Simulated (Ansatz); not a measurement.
Consider the following.

MoAs2:
```yaml
crystal:
  lattice:
    - [4.49133, 1.63017, 0.00000]
    - [-4.49133, 1.63017, 0.00000]
    - [-3.71645, 0.00000, 6.66545]
  atoms:
    - { symbol: Mo, position: [0.34670, 0.65330, 0.29892] }
    - { symbol: Mo, position: [0.65330, 0.34670, 0.70108] }
    - { symbol: As, position: [0.64592, 0.35408, 0.03232] }
    - { symbol: As, position: [0.35408, 0.64592, 0.96768] }
    - { symbol: As, position: [0.90206, 0.09794, 0.60692] }
    - { symbol: As, position: [0.09794, 0.90206, 0.39308] }
```

This is the LDA-relaxed structure.

### Question
All from plane-wave PAW LDA (Ansatz code), unless another level is named. Give the electronic character.

### Answer
metallic (no gap).

### Question
Predict the density of states at the Fermi level.

### Answer
0.33 states/eV per atom (mean over ±0.08 eV).

### Question
And the formation energy from the elements (no fitted shifts)?

### Answer
-0.32 eV/atom.

Space group C2/m. The first step of the workflow began from a Materials Project structure, measured or hypothetical; the Crystallography Open Database copy checked does not list it. COD files the formula under space group No. 5. Whether it is the stable phase at ambient conditions was not checked. The LDA relaxation kept the symmetry of its start; whether a distortion lowers the energy is not shown. No spin polarisation was allowed. The references are the lowest solids computed at this level, not always the standard phases. Scalar-relativistic: spin–orbit coupling is off unless named, which matters more the heavier the elements.

Potentials: the later of the program's two PAW sets.
